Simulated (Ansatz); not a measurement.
Theory: DFT PBE, scalar-relativistic, plane waves, PAW in Ansatz 0.2.0. All cells share a 420 eV cutoff and Γ-centred k meshes spaced at most about 0.3 Å⁻¹ (about 0.25 or finer for metals, 2π included). No spin polarisation in the final relaxations.

All energies are static (0 K, no zero-point motion).

Two forms of Bi4O were relaxed alike.

A.

```
CELL_PARAMETERS angstrom
-3.26247 3.26247 3.26247
3.26247 -3.26247 3.26247
3.26247 3.26247 -3.26247
ATOMIC_POSITIONS crystal
Bi 0.00000 0.00000 0.50000
Bi 0.00000 0.50000 0.00000
Bi 0.50000 0.00000 0.00000
Bi 0.50000 0.50000 0.50000
O 0.00000 0.00000 0.00000
```

B.

```
CELL_PARAMETERS angstrom
-4.29602 4.29602 2.08673
4.29602 -4.29602 2.08673
4.29602 4.29602 -2.08673
ATOMIC_POSITIONS crystal
Bi 0.00000 0.71140 0.71140
Bi 0.00000 0.28860 0.28860
Bi 0.71140 0.00000 0.71140
Bi 0.28860 0.00000 0.28860
O 0.00000 0.00000 0.00000
```

Problem. Which would you expect to be lower, and how large is the difference?

Solution. B is lower, by 102 meV/atom. A has space group Im-3m (No. 229), 27.8 Å³/atom and no gap on its mesh; B has space group I4/mmm (No. 139), 30.8 Å³/atom and no gap. Counting Bi atoms around O (those within 1.25 times the shortest such distance or 1.15 times the sum of covalent radii, 1.27 where that leaves under three; the shortest distance is added where it exceeds 1.18 times the sum of covalent radii), A has O 8 from 2.8 Å and B has O 4. The lower one is the more open, so pressure narrows the difference. Both come from invented guesses. A third cell relaxed alike, in Pm-3m, lies 30 meV/atom below the lower of the two.

These runs have no spin–orbit coupling, which can matter for Bi. Cells relaxed within their symmetry can be saddle points.
